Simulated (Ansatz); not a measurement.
An Ansatz (a quantum-chemistry and plane-wave program) input:

Ansatz 0.2 input:
```yaml
crystal:
  lattice:
    - [0.0, 3.1087700708, 3.1087700708]
    - [3.1087700708, 0.0, 3.1087700708]
    - [3.1087700708, 3.1087700708, 0.0]
  atoms:
    - { symbol: Pb, position: [0.0, 0.0, 0.0] }
    - { symbol: Se, position: [0.5, 0.5, 0.5] }
kpoints:
  mp_grid: { grid: [7, 7, 7] }
basis: { xc_grid: 2 }
hamiltonian:
  xc: pbe
  pseudopotentials: { kind: paw }
scf:
  occupations: { method: fixed }
output:
  optics: { e_range: [0.0, 15.0], de: 0.05, sigma: 0.1, bands: { spectra_wanted_up_to: 12 eV } }
```

Q: How many symmetry operations and irreducible k-points will the run report?

A: 48 operations, 20 of 343 k-points.

Q: With a cutoff of 420 eV, how many plane waves at Γ?

A: 1211.

It took very roughly 15 core-seconds on shared server cores.

Space group Fm-3m (rock salt). The PBE relaxation kept the symmetry of its start; of distortions, only those at the zone centre were tested. Spin–orbit coupling is left out wherever it is not named.

Potentials: the later of the program's two PAW sets.

Ansatz is a plane-wave DFT program.
